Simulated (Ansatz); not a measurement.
Ir (fcc, Cu type)

```yaml
crystal:
  lattice:
    - [3.83029, 0.00000, 0.00000]
    - [0.00000, 3.83029, 0.00000]
    - [0.00000, 0.00000, 3.83029]
  atoms:
    - { symbol: Ir, position: [0.00000, 0.00000, 0.00000] }
    - { symbol: Ir, position: [0.50000, 0.50000, 0.00000] }
    - { symbol: Ir, position: [0.50000, 0.00000, 0.50000] }
    - { symbol: Ir, position: [0.00000, 0.50000, 0.50000] }
```

In this cell atom 2 (Ir, nearest neighbour Ir at 2.708 Å; its periodic images, 3.8 Å or more away, move with it) is moved by s along Cartesian z, unit vector (0.000, 0.000, 1.000); all other atoms and the cell stay fixed.

Calculation: PBEsol (plane waves to 420 eV, PAW, scalar-relativistic; Ansatz, a program for electronic structure). k mesh 10×10×10 (Γ-centred), Fermi-Dirac smearing 0.05 eV. Energies are smeared free energies. With partly filled bands, energies and forces of such displacements shift with the k mesh and the smearing. Ir is run without spin polarisation. Ir was relaxed with its symmetry unable to fall. Spin-orbit coupling is left out, though Ir is heavy. The PAW data are Ansatz's earlier set. ΔE is measured from the undisplaced structure.

```
s (Å)   ΔE (meV/cell)
------  -------------
-0.270            552
-0.216            348
-0.162            194
-0.108              ?
-0.054             21
0.000               0
0.054              21
0.108               ?
0.162             194
0.216             348
0.270             552
```

Question: What belongs in the gaps?

Answer: 
- -0.108, ΔE (meV/cell): 86
- 0.108, ΔE (meV/cell): 86

(For displaced atoms, the force is minus the slope of the energy, and its curvature is a force constant, which sets phonon frequencies.)
